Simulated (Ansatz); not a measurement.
One stationary structure of ZnCu2SnSe4. Method: r2SCAN (plane waves to 500 eV, PAW, scalar-relativistic; Ansatz, a program for electronic structure).

```
CELL_PARAMETERS angstrom
     -2.85004     2.85004     5.68975
      2.85004    -2.85004     5.68975
      2.85004     2.85004    -5.68975
ATOMIC_POSITIONS crystal
  Cu 0.00000 0.00000 0.00000
  Cu 0.75000 0.25000 0.50000
  Zn 0.25000 0.75000 0.50000
  Sn 0.50000 0.50000 0.00000
  Se 0.63690 0.62914 0.52589
  Se 0.10325 0.11101 0.47411
  Se 0.37086 0.89675 0.00776
  Se 0.88899 0.36310 0.99224
```

**Question.** Find the space group and the Wyckoff positions (tolerance 0.01 Å).

**Answer.** Space group I-4 (No. 82); a = b = 5.700 Å, c = 11.379 Å, α = β = γ = 90.00°

```json
[
 {"atom": "Cu", "site": "2a", "symmetry": "-4..", "x": "0.0000", "y": "0.0000", "z": "0.0000"},
 {"atom": "Cu", "site": "2c", "symmetry": "-4..", "x": "0.0000", "y": "0.5000", "z": "0.2500"},
 {"atom": "Zn", "site": "2d", "symmetry": "-4..", "x": "0.5000", "y": "0.0000", "z": "0.2500"},
 {"atom": "Sn", "site": "2b", "symmetry": "-4..", "x": "0.0000", "y": "0.0000", "z": "0.5000"},
 {"atom": "Se", "site": "8g", "symmetry": "1", "x": "0.2591", "y": "0.2668", "z": "0.3701"}
]
```

**Question.** Give the shortest distances between elements (the closest pairs, up to four, under 3.6 Å).

**Answer.** Cu–Se 2.41 Å; Se–Zn 2.46 Å; Se–Sn 2.58 Å.

```yaml
volume_per_atom: 23.11 Å³
band_gap: 0.07 eV, direct at Γ (no spin-orbit coupling)
```

No spin polarisation in the result.

The run could not lose the symmetry of its start; a randomly shaken copy of 8 atoms returns to this structure.
